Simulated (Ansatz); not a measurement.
# GaP: stable or not

It was relaxed at this level from a cell as deposited in COD.

All numbers below come from Ansatz, DFT PBE, scalar-relativistic, plane waves, PAW. Settings of the last relaxation (2-atom cell): 420 eV, 8×8×8 k points, Gaussian smearing of 0.02 eV, no spin polarisation.

```
Ga P
1.0
     0.00000    2.75254    2.75254
     2.75254    0.00000    2.75254
     2.75254    2.75254    0.00000
Ga P
1 1
Direct
  0.00000 0.00000 0.00000
  0.75000 0.75000 0.75000
```

Energies over the elements count from the elements' standard structures at the same level, with no fitted energy shifts. The references include black phosphorus.

Question: These tests were run: energy against the elements; phonons on a 4×4×4 q mesh. What do they show?

Answer:

| test | result |
| --- | --- |
| energy against the elements | −0.432 eV/atom |
| phonons on a 4×4×4 q mesh | no imaginary mode on the mesh |

It fails none of these tests. Competing phases weren't compared here.

The reference form of P is held partly by dispersion forces, which this level lacks. The run for the phonons used an 8×8×8 k mesh.
